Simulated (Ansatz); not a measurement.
Given:

BN (zinc blende)

```yaml
crystal:
  lattice:
    - [0.00000, 1.80487, 1.80487]
    - [1.80487, 0.00000, 1.80487]
    - [1.80487, 1.80487, 0.00000]
  atoms:
    - { symbol: N, position: [0.75000, 0.75000, 0.75000] }
    - { symbol: B, position: [0.00000, 0.00000, 0.00000] }
```

E(V) scan at fixed shape, V₀ the volume above. Symmetry pins the atoms to their sites.

Computed with r2SCAN (plane waves to 500 eV, PAW, scalar-relativistic; Ansatz, a quantum-chemistry and plane-wave program). k mesh 16×16×16 (Γ-centred), Fermi-Dirac smearing 0.05 eV. The energy includes the smearing's −TS. Stress and pressure are positive under compression. BN was relaxed with its symmetry unable to fall. The zero of ΔE is the relaxed starting cell.

The scan covers V/V₀ from 0.840 to 1.160 in 13 points.

Question: What is the fitted pressure derivative B₀′?

Answer: 3.6.

Question: What bulk modulus B₀ follows from a third-order Birch-Murnaghan fit?

Answer: 391 GPa.

(A scan under strain: stresses follow from slopes of the energy per volume, elastic moduli from its curvatures.)
